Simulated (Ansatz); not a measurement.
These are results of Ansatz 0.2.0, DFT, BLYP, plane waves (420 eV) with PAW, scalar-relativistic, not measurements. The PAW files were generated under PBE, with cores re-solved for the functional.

An element in the fcc structure gives this curve. The cell is scaled uniformly from the relaxed one, with fractional coordinates and shape fixed. Energies are extrapolated to zero smearing, pressures are those at the given smearing. Magnetic state: spin not included.

```
V (Å³/atom)  E − E₀ (meV/atom)  P (GPa)
     26.126               62.8     6.66
     27.314               25.2     4.03
     28.501                5.3     1.85
     29.689                0.1     0.04
     30.876                7.1    -1.47
     32.064               24.2    -2.73
     33.251               49.8    -3.79
```

Task: Which element is it?
A. tellurium
B. lutetium
C. cadmium
D. tin

Result: B. Its fit is V₀ = 29.56 Å³/atom, B₀ = 42 GPa, B₀′ = 3.6.
